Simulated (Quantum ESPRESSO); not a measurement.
# Computed records: Mg2AlSe3Cl (made-up cell, one site empty)

Calculation on a made-up crystal cell, not a measurement: periodic Kohn-Sham density functional theory in plane waves with PseudoDojo standard norm-conserving scalar-relativistic pseudopotentials, each functional with its own files (v0.5 for PBE, v0.4.1 for LDA and PBEsol), no spin polarisation, no spin-orbit coupling, atoms not relaxed, stress positive in tension, energies less a fixed whole-eV offset for each atom's element; levels are Kohn-Sham levels at fractions of this cell's reciprocal vectors, counted from the reference band (half the neutral cell's valence electrons, rounded up) at Gamma; error bars cover cutoff and k-mesh only, not smearing or the files; each bar is the largest change over components, and at least 0.002 eV, 0.002 eV per angstrom or 0.02 GPa; added strain carries the atoms with the cell, and shear is the tensor component; energies are for the whole cell, and the offsets were chosen from early runs and are not element reference energies. Program: Quantum ESPRESSO 7.5.

Settings shared by all entries: lattice type zincblende/diamond; empty site 1; functional pbe; cutoff 1170 eV; fermi dirac smearing 0.025 eV; scf tolerance 1e-07 eV; electrons removed 0; added strain kind zz; k mesh 4 x 4 x 4, shifted by half a step.

(1) 
```cif
# cell vector a (Å): 5.6815 0.0000 0.0000
# cell vector b (Å): 0.0000 5.6815 0.0000
# cell vector c (Å): 0.0000 0.0000 5.6815
data_Mg2AlSe3Cl
_symmetry_space_group_name_H-M 'P 1'
_symmetry_Int_Tables_number 1
_cell_length_a 5.6815
_cell_length_b 5.6815
_cell_length_c 5.6815
_cell_angle_alpha 90.000
_cell_angle_beta 90.000
_cell_angle_gamma 90.000
_cell_volume 183.40
loop_
_atom_site_label
_atom_site_type_symbol
_atom_site_fract_x
_atom_site_fract_y
_atom_site_fract_z
_atom_site_occupancy
Al1 Al 0.97749 0.51029 0.49223 1
Mg1 Mg 0.51062 0.00984 0.49066 1
Mg2 Mg 0.48542 0.49989 0.01679 1
Cl1 Cl 0.23209 0.23490 0.24112 1
Se1 Se 0.23819 0.74494 0.77265 1
Se2 Se 0.73970 0.26203 0.76705 1
Se3 Se 0.73065 0.75521 0.25712 1
_calc_added_strain 0.0132
_calc_structure_shown 'before the added strain of 0.0132'
_calc_free_energy_less_offsets 1.233  # eV
_calc_scf_iterations 9
_calc_smearing_term_minus_ts 0  # eV
_calc_pressure 1.187  # GPa
_calc_stress_xx -0.9292  # GPa
_calc_stress_yy -2.256  # GPa
_calc_stress_zz -0.3761  # GPa
_calc_stress_yz -1.144  # GPa
_calc_stress_xz 0.4846  # GPa
_calc_stress_xy 2.27  # GPa
_calc_reference_band 39
_calc_error_bar_energy 0.002448  # eV
_calc_error_bar_stress 0.02  # GPa
_calc_error_bar_force 0.005801  # eV/angstrom
_calc_error_bar_next_band_up 0.002  # eV
_calc_error_bars_from 'tighter rerun of a related cell'
```

Atoms:
| atoms element | atom site | atom energy offset (eV) |
| --- | --- | --- |
| Al | 2 | -64 |
| Mg | 3 | -1617 |
| Mg | 4 | -1617 |
| Cl | 5 | -449 |
| Se | 6 | -3300 |
| Se | 7 | -3300 |
| Se | 8 | -3300 |

Forces:
| site | x (eV/Å) | y (eV/Å) | z (eV/Å) |
| --- | --- | --- | --- |
| 2 | -0.01482 | 0.3054 | 1.72 |
| 3 | -1.042 | 0.2914 | 1.526 |
| 4 | -0.1653 | -0.1768 | -0.2755 |
| 5 | -0.5713 | 0.3537 | 0.4641 |
| 6 | -1.232 | 0.247 | -1.635 |
| 7 | 1.288 | -0.3124 | -1.063 |
| 8 | 1.738 | -0.7082 | -0.7369 |

Levels:
| level k point | next band up (eV) |
| --- | --- |
| Gamma | 1.07 |
| (1/2,1/2,1/2) | 1.466 |
| (0.15,0,0) | 1.393 |
| (0,0.15,0) | 1.383 |
| (0,0,0.15) | 1.4 |

(2) 
```cif
# cell vector a (Å): 5.6815 0.0000 0.0000
# cell vector b (Å): 0.0000 5.6815 0.0000
# cell vector c (Å): 0.0000 0.0000 5.6815
data_Mg2AlSe3Cl
_symmetry_space_group_name_H-M 'P 1'
_symmetry_Int_Tables_number 1
_cell_length_a 5.6815
_cell_length_b 5.6815
_cell_length_c 5.6815
_cell_angle_alpha 90.000
_cell_angle_beta 90.000
_cell_angle_gamma 90.000
_cell_volume 183.40
loop_
_atom_site_label
_atom_site_type_symbol
_atom_site_fract_x
_atom_site_fract_y
_atom_site_fract_z
_atom_site_occupancy
Al1 Al 0.97749 0.51029 0.49223 1
Mg1 Mg 0.51062 0.00984 0.49066 1
Mg2 Mg 0.48542 0.49989 0.01679 1
Cl1 Cl 0.23209 0.23490 0.24112 1
Se1 Se 0.23819 0.74494 0.77265 1
Se2 Se 0.73970 0.26203 0.76705 1
Se3 Se 0.73065 0.75521 0.25712 1
_calc_added_strain 0.0217
_calc_structure_shown 'before the added strain of 0.0217'
_calc_free_energy_less_offsets 1.231  # eV
_calc_scf_iterations 9
_calc_smearing_term_minus_ts 0  # eV
_calc_pressure 0.7871  # GPa
_calc_stress_xx -0.5973  # GPa
_calc_stress_yy -1.906  # GPa
_calc_stress_zz 0.1419  # GPa
_calc_stress_yz -1.106  # GPa
_calc_stress_xz 0.5151  # GPa
_calc_stress_xy 2.205  # GPa
_calc_reference_band 39
_calc_error_bar_energy 0.002448  # eV
_calc_error_bar_stress 0.02  # GPa
_calc_error_bar_force 0.005801  # eV/angstrom
_calc_error_bar_next_band_up 0.002  # eV
_calc_error_bars_from 'tighter rerun of a related cell'
```

Atoms:
| atoms element | atom site | atom energy offset (eV) |
| --- | --- | --- |
| Al | 2 | -64 |
| Mg | 3 | -1617 |
| Mg | 4 | -1617 |
| Cl | 5 | -449 |
| Se | 6 | -3300 |
| Se | 7 | -3300 |
| Se | 8 | -3300 |

Forces:
| site | x (eV/Å) | y (eV/Å) | z (eV/Å) |
| --- | --- | --- | --- |
| 2 | -0.0365 | 0.313 | 1.742 |
| 3 | -1.011 | 0.281 | 1.532 |
| 4 | -0.1569 | -0.1675 | -0.3006 |
| 5 | -0.5457 | 0.3598 | 0.4801 |
| 6 | -1.204 | 0.2274 | -1.656 |
| 7 | 1.253 | -0.2976 | -1.106 |
| 8 | 1.7 | -0.7161 | -0.6916 |

Levels:
| level k point | next band up (eV) |
| --- | --- |
| Gamma | 1.032 |
| (1/2,1/2,1/2) | 1.427 |
| (0.15,0,0) | 1.355 |
| (0,0.15,0) | 1.345 |
| (0,0,0.15) | 1.358 |
